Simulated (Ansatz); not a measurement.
# Map of one atom of the cell for PbS (rock salt)

PbS (rock salt)

```yaml
crystal:
  lattice:
    - [0.00000, 5.90268, 5.90268]
    - [2.95134, 0.00000, 2.95134]
    - [2.95134, 2.95134, 0.00000]
  atoms:
    - { symbol: S, position: [0.00000, 0.00000, 0.00000] }
    - { symbol: S, position: [0.50000, 0.00000, 0.00000] }
    - { symbol: Pb, position: [0.25000, 0.50000, 0.50000] }
    - { symbol: Pb, position: [0.75000, 0.50000, 0.50000] }
```

Two-dimensional scan of atom 2 (S, nearest neighbour Pb at 2.951 Å; its periodic images, 4.2 Å or more away, move with it): u runs along (1.000, 0.000, 0.000), v along (0.000, 0.000, 1.000) (Cartesian). Cell and other atoms are fixed.

The numbers are results of PBEsol (plane waves to 420 eV, PAW, scalar-relativistic; Ansatz, a quantum-chemistry and plane-wave program), not measurements. k mesh 4×8×8 (Γ-centred), Fermi-Dirac smearing 0.05 eV. E stands for the smeared free energy. As the smearing reaches across the gap at some points, energies and forces of such displacements shift with the k mesh and the smearing. Fu and Fv are the components of the force on the atom. PbS was relaxed with its symmetry unable to fall. Spin-orbit coupling is left out, though Pb is heavy. The zero of ΔE is the undisplaced structure. Axes are in Å.

ΔE (eV/cell), with u across and v down:

```tsv
v \ u	-0.970	-0.485	0.000	0.485	0.970
-0.970	3.250	3.263	3.886	3.646	4.224
-0.485	3.263	0.720	0.458	0.889	3.646
0.000	3.886	0.458	0.000	0.458	3.886
0.485	3.646	0.889	0.458	0.720	3.263
0.970	4.224	3.646	3.886	3.263	3.250
```

Fv (eV/Å), with u across and v down:

```csv
v \ u,-0.970,-0.485,0.000,0.485,0.970
-0.970,3.20,11.49,15.23,11.91,4.46
-0.485,-1.70,1.67,2.45,2.08,-0.67
0.000,-0.33,-0.16,0.00,0.16,0.33
0.485,0.67,-2.08,-2.45,-1.67,1.70
0.970,-4.46,-11.91,-15.23,-11.49,-3.20
```

Summary:

Lowest place on the grid: u = 0.000 Å, v = 0.000 Å (0 meV/cell)
Highest place on the grid, met at several equal points: u = 0.970 Å, v = -0.970 Å; u = -0.970 Å, v = 0.970 Å (4224 meV/cell)

The 25 points together took roughly 9 core-minutes.

(For displaced atoms, the force is minus the slope of the energy, and its curvature is a force constant, which sets phonon frequencies.)
